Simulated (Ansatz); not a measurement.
Moving the functional in Ta3AsAu2O13

```cif
data_structure
_symmetry_space_group_name_H-M 'P 1'
_symmetry_Int_Tables_number 1
_cell_length_a 7.0670
_cell_length_b 7.0670
_cell_length_c 10.5149
_cell_angle_alpha 99.281
_cell_angle_beta 99.281
_cell_angle_gamma 31.557
_cell_volume 270.94
loop_
_atom_site_label
_atom_site_type_symbol
_atom_site_fract_x
_atom_site_fract_y
_atom_site_fract_z
_atom_site_occupancy
Ta1 Ta 0.29832 0.29832 0.63042 1
Ta2 Ta 0.35838 0.35838 0.00386 1
Ta3 Ta 0.64153 0.64153 0.99841 1
As1 As 0.70210 0.70210 0.36249 1
Au1 Au 0.60176 0.60176 0.63181 1
Au2 Au 0.39989 0.39989 0.36577 1
O1 O 0.34257 0.34257 0.80557 1
O2 O 0.41638 0.41638 0.55635 1
O3 O 0.78159 0.78159 0.59389 1
O4 O 0.65958 0.65958 0.20071 1
O5 O 0.59095 0.59095 0.43486 1
O6 O 0.21897 0.21897 0.41156 1
O7 O 0.61546 0.61546 0.82214 1
O8 O 0.14400 0.14400 0.64097 1
O9 O 0.38300 0.38300 0.17947 1
O10 O 0.84498 0.84498 0.35825 1
O11 O 0.50050 0.50050 0.00258 1
O12 O 0.81269 0.81269 0.99232 1
O13 O 0.18737 0.18737 0.00856 1
```

The cell comes from a database or a generator and needn't be the stable form of this composition.

Kept alike: task band structure; k mesh 7 × 7 × 3; occupations fermi-dirac, width 0.05 eV; no spin polarisation. Program: Ansatz, Ansatz PAW. Cutoffs run from 420 to 500 eV. The mesh is that of the run's cell of 19 atoms. No spin-orbit coupling.

```csv
functional,pressure (GPa)
PBEsol,-5.27
RPBE,3.49
r2SCAN,-5.37
```

Pressure is positive in compression, with a Pulay correction for the finite cutoff. For a metal such a mesh leaves the last digits unconverged. All rows use potentials made for PBE.

The pressure runs from -5.37 (r2SCAN) to 3.49 GPa (RPBE).
